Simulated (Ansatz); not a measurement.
Orderings of Y₅AlN₆ on the rock salt lattice

All numbers below come from DFT PBE, scalar-relativistic, plane waves, PAW (Ansatz). All cells share a 420 eV cutoff and Γ-centred k meshes spaced at most about 0.3 Å⁻¹ (2π included). No spin polarisation.

These are static total energies at zero pressure. Each row is a relaxed arrangement of Y and Al on shared sites of the rock salt type. The column n gives the unlike atoms among the 12 nearest shared sites, averaged over those sites; energies count from the lowest row.

```tsv
row	space group	source	atoms	n (of 12)	V (Å³/atom)	gap on mesh (eV)	ΔE (meV/atom)
1	P4/mmm (No. 123)	invented	12	2.67	13.99	0.21	0.0
2	Pmmm (No. 47)	invented	12	3.33	13.86	0.32	?
3	Cmmm (No. 65)	invented	12	4.00	13.99	0.40	18.2
```

The cell of row 2:

```cif
data_structure
_symmetry_space_group_name_H-M 'P 1'
_symmetry_Int_Tables_number 1
_cell_length_a 3.3778
_cell_length_b 4.8600
_cell_length_c 10.1340
_cell_angle_alpha 90.000
_cell_angle_beta 90.000
_cell_angle_gamma 90.000
_cell_volume 166.36
loop_
_atom_site_label
_atom_site_type_symbol
_atom_site_fract_x
_atom_site_fract_y
_atom_site_fract_z
_atom_site_occupancy
Y1 Y 0.00000 0.00000 0.84195 1
Y2 Y 0.00000 0.00000 0.15805 1
Y3 Y 0.50000 0.50000 0.32572 1
Y4 Y 0.00000 0.00000 0.50000 1
Y5 Y 0.50000 0.50000 0.67428 1
Al1 Al 0.50000 0.50000 0.00000 1
N1 N 0.00000 0.50000 0.85305 1
N2 N 0.50000 0.00000 0.00000 1
N3 N 0.00000 0.50000 0.14695 1
N4 N 0.50000 0.00000 0.33024 1
N5 N 0.00000 0.50000 0.50000 1
N6 N 0.50000 0.00000 0.66976 1
```

Task: Take rows 1 and 3 to fix a model with nearest pairs alone, and estimate the missing value.

Result: The slope is (18.2 − 0.0)/(4.00 − 2.67) = 13.7 meV/atom for each unlike neighbour. At n = 3.33 that gives 0.0 + (13.7) × (3.33 − 2.67) = 9.0 meV/atom. The computed value is 1.6 meV/atom, so the model is off by +7.4. Nearest pairs aren't enough here: farther pairs and the strain of relaxing around atoms of unlike size count too.

Kohn–Sham gaps at this level usually fall short of measured ones. Only small cells were tried; in real samples the shared sites are often disordered. Some types were kept out of the candidates beforehand, so the set may lack a known form.
